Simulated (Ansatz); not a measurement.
Consider the following.

MoSe$_{2}$:
```cif
data_Mo2Se4
_chemical_formula_sum 'Mo2 Se4'
_space_group_name_H-M_alt 'P 1'
_space_group_IT_number 1
_cell_length_a 3.32058
_cell_length_b 3.32058
_cell_length_c 15.15506
_cell_angle_alpha 90.000
_cell_angle_beta 90.000
_cell_angle_gamma 120.000
loop_
_space_group_symop_operation_xyz
  'x, y, z'
loop_
_atom_site_label
_atom_site_type_symbol
_atom_site_fract_x
_atom_site_fract_y
_atom_site_fract_z
_atom_site_occupancy
Mo1 Mo 0.66667 0.33333 0.75000 1
Mo2 Mo 0.33333 0.66667 0.25000 1
Se1 Se 0.33333 0.66667 0.86012 1
Se2 Se 0.66667 0.33333 0.13988 1
Se3 Se 0.66667 0.33333 0.36012 1
Se4 Se 0.33333 0.66667 0.63988 1
```

This is the PBE-relaxed structure.

Question: All from PBE (plane waves, PAW; program Ansatz), unless another level is named. Predict the band gap.

Answer: 1.42 eV (smallest direct gap 1.43 eV).

Question: Predict the formation energy from the elements (no fitted shifts).

Answer: -66 kJ/mol of atoms.

Question: Predict the valence-band maximum.

Answer: at K.

Question: What about the conduction-band minimum?

Answer: on the K–Γ line, 47 % of the way from K (6 equivalent valleys).

Space group P6_3/mmc. Symmetry was held in the PBE relaxation. No spin polarisation was allowed. The volume lies over 15 % above that of the usual cell of this phase: another minimum, or an error of the functional. A crystal of weakly bound layers computed without a dispersion correction: the cell and the soft elastic constants depend strongly on that. The references are the lowest solids computed at this level, not always the standard phases. Spin–orbit coupling is left out wherever it is not named.

Potentials: the later of the program's two PAW sets.
